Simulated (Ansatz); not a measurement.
## Field gradients at the nuclei of InF

```
CELL_PARAMETERS angstrom
3.64429 0.00000 0.00000
-1.82214 3.15604 0.00000
0.00000 0.00000 8.90509
ATOMIC_POSITIONS crystal
In 0.33333 0.66667 0.00881
In 0.66667 0.33333 0.50881
F 0.33333 0.66667 0.36719
F 0.66667 0.33333 0.86719
```

Atom numbers follow the list: In1, In2, F3, F4.

Conventional cell: a = 3.644 Å, b = 3.644 Å, c = 8.905 Å, α = 90.00°, β = 90.00°, γ = 120.00°. Around In (atom 1) lie 3 F at 2.45 Å. F (atom 3) has 3 In at 2.45 Å as nearest neighbours.

The cell was built from the wurtzite type and relaxed in the same program, and has space group P6_3mc; it needn't be a known or the stable phase.

All numbers are computed: DFT, PBE, all-electron PAW with datasets made for the crystal, scalar-relativistic (Ansatz 0.2.0); DFT, PBE, PAW with Ansatz's default frozen-core files, scalar-relativistic (Ansatz 0.2.0).

For the crystal-made all-electron datasets (AE datasets): a Γ-centred 14×14×8 k mesh, Fermi–Dirac smearing of 0.05 eV, cutoff 260 eV (chosen by the program for this cell), no spin polarisation. PAW takes a cutoff of 420 eV at this cell. The Ansatz runs share mesh, smearing and spin set-up.

No spin–orbit coupling: at heavy atoms the gradients can be off by tens of per cent for that reason.

Vzz is the principal value of largest size of the traceless field-gradient tensor, in 10²¹ V/m², and η = (Vxx − Vyy)/Vzz with |Vzz| ≥ |Vyy| ≥ |Vxx|.

```csv
site,site symmetry,"Vzz (η), AE datasets","Vzz (η), PAW"
In1,3m.,0.20 (η = 0.00),0.21 (η = 0.00)
F3,3m.,-2.32 (η = 0.00),-2.33 (η = 0.00)
```

The Cartesian tensor at F3 from AE datasets, in 10²¹ V/m²:

```
 1.16  0.00  0.00
 0.00  1.16  0.00
 0.00  0.00 -2.32
```
